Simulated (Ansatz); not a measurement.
A surface is cut from this relaxed crystal of NiO:

```cif
data_structure
_symmetry_space_group_name_H-M 'Fm-3m'
_symmetry_Int_Tables_number 225
_cell_length_a 4.1158
_cell_length_b 4.1158
_cell_length_c 4.1158
_cell_angle_alpha 90.000
_cell_angle_beta 90.000
_cell_angle_gamma 90.000
_cell_volume 69.72
loop_
_atom_site_label
_atom_site_type_symbol
_atom_site_symmetry_multiplicity
_atom_site_Wyckoff_symbol
_atom_site_fract_x
_atom_site_fract_y
_atom_site_fract_z
_atom_site_occupancy
Ni1 Ni 4 a 0.00000 0.00000 0.00000 1
O1 O 4 b 0.50000 0.00000 0.00000 1
```

Miller indices refer to the conventional cell of Fm-3m (No. 225), a = 4.116 Å, b = 4.116 Å, c = 4.116 Å, α = 90.00°, β = 90.00°, γ = 90.00°.

Consider the (211) slab of 13 planes, 10.1 Å thick with 15 Å of vacuum as cut; outer planes NiO (top) and NiO (bottom), atoms at the bulk's places.

Level of theory: Ansatz, DFT PBEsol, scalar-relativistic, plane waves, PAW. Plane waves to 420 eV, a k mesh through Γ of 12×5×1 on the computed 26-atom cell and Gaussian smearing (0.10 eV); collinear spin. A dipole correction removes the field between periodic images along c.

**Question.** Predict the surface energy (mean of both faces).

**Answer.** 1.27 J/m².

**Question.** Predict the work function.

**Answer.** 5.25 eV.

**Question.** Estimate the sequence of site moments over 0.05 μB in size, bottom to top.

**Answer.** Ni 1.06, O -0.07, Ni 0.54, O 0.08, Ni -1.26, O 0.11, Ni 1.26, O -0.19, Ni -1.26, Ni -1.27, Ni 1.31, O -0.16, Ni -1.27, O 0.18, Ni 1.34, Ni 1.25, Ni -1.17, O 0.17, Ni 0.58, O 0.10, Ni 1.12, O -0.06 μB.

The state reached may not be the lowest one. The program reads another magnetic order as possibly lower. Moments started parallel, and an antiferromagnetic order may lie lower. Semilocal functionals without U can misjudge the magnetic state of such a slab.